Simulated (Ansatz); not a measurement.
Si₂W:
```xyz
9
Lattice="4.5797 0.0000 0.0000 -2.2899 3.9661 0.0000 0.0000 0.0000 6.6088" Properties=species:S:1:pos:R:3 pbc="T T T"
Si     2.2899     2.6686     3.3044
Si    -1.1662     3.3174     5.5074
Si     1.1237     0.6488     1.1015
Si     0.0000     1.2975     3.3044
Si     3.4560     0.6488     5.5074
Si     1.1662     3.3174     1.1015
W     -1.1449     1.9831     1.1015
W      2.2899     0.0000     3.3044
W      1.1449     1.9831     5.5074
```

Relaxed with r²SCAN. Special points in fractions of this cell's reciprocal vectors: Γ (0.000, 0.000, 0.000); M (0.500, 0.000, 0.000); K (0.333, 0.333, 0.000); A (0.000, 0.000, 0.500); L (0.500, 0.000, 0.500); H (0.333, 0.333, 0.500).

Problem. List the band energies nearest the valence-band maximum at these points for DFT-r²SCAN in the program Ansatz with PAW potentials.

Solution. In eV from the valence-band maximum; about four levels below and three above (degenerate sets whole), none deeper than 8.9 eV; points with the same levels are listed once.

| k | below | above |
|---|---|---|
| Γ | -3.61 -3.61 -3.25 -2.80 -1.00 | 2.44 2.44 2.60 |
| M | -2.45 -1.75 -1.26 -0.70 | 0.12 0.97 1.08 |
| K | -2.89 -1.26 -1.26 -0.86 | 1.01 1.25 1.25 |
| A | -2.95 -2.95 -2.83 -0.78 -0.78 | 2.06 2.38 2.38 |
| L | -3.15 -2.21 -1.32 0.00 | 0.84 1.22 1.46 |
| H | -2.04 -2.04 -1.66 -1.66 -0.65 | 0.65 0.65 1.00 |

Space group P6_222. The first step of the workflow began from a Materials Project structure, measured or hypothetical; the Crystallography Open Database copy checked does not list it. It is not the phase usual at ambient conditions (space group No. 139). The cell was relaxed with r²SCAN under the symmetry of its start; phonons on a q-mesh show no instability. The run is not spin-polarised. Spin–orbit coupling is left out wherever it is not named.

Potentials: the later of the program's two PAW sets.
